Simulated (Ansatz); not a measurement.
CaTlBr3:
```xyz
10
Lattice="2.1218 -7.0097 0.0000 2.1218 7.0097 0.0000 0.0000 0.0000 10.8430" Properties=species:S:1:pos:R:3 pbc="T T T"
Ca     0.0000     0.0000     0.0000
Ca     0.0000     0.0000     5.4215
Tl     2.1218     3.4105     2.7107
Tl     2.1218    -3.4105     8.1322
Br     2.1218    -1.9038     0.5348
Br     2.1218     1.9038    10.3082
Br     2.1218     1.9038     5.9563
Br     2.1218    -1.9038     4.8867
Br     2.1218    -6.0845     2.7107
Br     2.1218     6.0845     8.1322
```

Relaxed with r²SCAN+D4.

Q: Give the Bader charges and basin volumes of the independent atoms, DFT-r²SCAN+D4 in the program Ansatz with PAW potentials.

A: 

```
atom  Bader charge (e)  Bader volume (Å³)
----  ----------------  -----------------
Ca1              +1.57               13.7
Tl3              +0.72               31.4
Br5              -0.77               38.8
Br9              -0.75               38.6
```

Space group Cmcm. The first step of the workflow began from a Materials Project structure, measured or hypothetical; the Crystallography Open Database copy checked does not list it. Whether it is the stable phase at ambient conditions was not checked. The cell was relaxed with r²SCAN+D4 under the symmetry of its start; whether a distortion lowers the energy is not shown. Spin–orbit coupling is left out wherever it is not named.

Potentials: the later of the program's two PAW sets.
